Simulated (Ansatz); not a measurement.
## CuAu — ¹⁹⁷Au nuclear quadrupole resonance

Cell: a structure deposited in the COD, whose atoms a relaxation with PBE at fixed cell left in place.

```
Cu Au
1.0
     2.80000    0.00000    0.00000
     0.00000    2.80000    0.00000
     0.00000    0.00000    3.67000
Cu Au
1 1
Direct
  0.50000 0.50000 0.50000
  0.00000 0.00000 0.00000
```

Atoms are numbered from 1 in the order listed; like atoms form one site, named after its first atom.

Method: Kohn–Sham DFT in Ansatz, PBE, plane waves and PAW, scalar-relativistic, 420 eV cutoff, Γ-centred 12×12×9 k-points, Fermi–Dirac smearing 0.05 eV.

¹⁹⁷Au: I = 3/2, Q = 547.0 mb (year-2017 value). Static lattice, zero field.

(1) At which frequencies do the ¹⁹⁷Au NQR lines lie?

## Answers

(1) For I = 3/2 there is one line, ν = (|C_Q|/2)(1 + η²/3)^½.

```tsv
site	atoms	V_zz (10²¹ V/m²)	C_Q (MHz)	η	line frequencies (MHz)
Au	2	6.61	87.4	0.00	43.7
```

An axis of threefold or higher order runs through Au, so V_zz lies along it and η is zero.

At this cell the PBE pressure is 7 GPa, so with PBE the cell would grow if it were relaxed. The run finds no gap above 0.1 eV (a metal, or nearly one), so the gradients can move by 10 % or more with the k-mesh. Spin–orbit coupling is left out, which shifts gradients on Au by a few per cent in wide-gap crystals, and can shift them far more where the calculated gap is small or absent, as here.
